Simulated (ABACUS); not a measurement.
Band structure of GaCuSe2 (I-42d, 8 atoms in the cell; from Materials Project mp-4840).

```
CELL_PARAMETERS angstrom
     -2.80137     2.80137     5.55517
      2.80137    -2.80137     5.55517
      2.80137     2.80137    -5.55517
ATOMIC_POSITIONS crystal
  Ga 0.25000 0.75000 0.50000
  Ga 0.50000 0.50000 0.00000
  Cu 0.75000 0.25000 0.50000
  Cu 0.00000 0.00000 0.00000
  Se 0.12122 0.12500 0.49622
  Se 0.87500 0.37122 0.99622
  Se 0.62878 0.62500 0.50378
  Se 0.37500 0.87878 0.00378
```

All values come from this method and carry its errors: PBE, numerical atomic orbitals DZP (confined pseudo-atomic orbitals with Gaussian additions; energy shift 0.01 Ry), PseudoDojo 0.5 standard norm-conserving PBE (tails mended) pseudopotentials in ABACUS.

Settings: basis = DZP numerical atomic orbitals, energy shift 0.01 Ry; KPT = Gamma 4 4 4 0 0 0; basis_type = lcao; ecutwfc = 100 Ry; smearing_method = gaussian; smearing_sigma = 0.00734986 Ry; potentials = PseudoDojo 0.5 standard norm-conserving PBE (tails mended); symmetry = 1; symmetry_prec = 1e-05; ks_solver = scalapack_gvx; scf_nmax = 100; scf_thr = 1.0e-06; mixing_type = pulay.

The atom-centred basis is finite, which shifts total energies, pressures, gaps and forces against plane waves. The structure comes from a collection of computed structures, made at another level of theory; the collection holds predicted forms beside known ones.

Question: Predict the gap along the standard path and the places of the band edges.

Answer: The gap along the path is 0.33 eV, direct at Γ to within 0.01 eV.

Points are given in units of this cell's reciprocal vectors. Levels in eV from the top of the valence band on the SCF mesh, bands 61 to 65:
| point | 61 | 62 | 63 | 64 | 65 |
|---|---|---|---|---|---|
| Γ (0 0 0) | -1.60 | -0.10 | -0.10 | 0.00 | 0.33 |
| X (0.5 -0.5 0) | -0.84 | -0.84 | -0.50 | -0.50 | 1.26 |
| Y (0.5 -0.5 0.127) | -0.87 | -0.87 | -0.70 | -0.70 | 1.54 |
| S (0.314 -0.314 0.314) | -1.45 | -1.21 | -0.76 | -0.59 | 2.10 |
| Z (0.5 0.5 -0.5) | -1.23 | -1.23 | -0.92 | -0.92 | 2.02 |
| S1 (0.686 0.314 -0.314) | -1.45 | -1.21 | -0.76 | -0.59 | 2.10 |
| N (0.5 0 0) | -1.36 | -1.23 | -1.15 | -0.57 | 2.27 |
| P (0.75 -0.25 -0.25) | -0.86 | -0.86 | -0.69 | -0.69 | 1.69 |
| Y1 (0.873 0.127 -0.5) | -0.87 | -0.87 | -0.70 | -0.70 | 1.54 |

Higher empty bands are left out: an atom-centred basis made for the valence describes them poorly.

The atomic orbitals were generated for these runs; they are not ABACUS's published sets and were checked against plane waves on a few crystals only.

“Tails mended”: in these copies of the files the far tail of each local potential was reset to the Coulomb form.
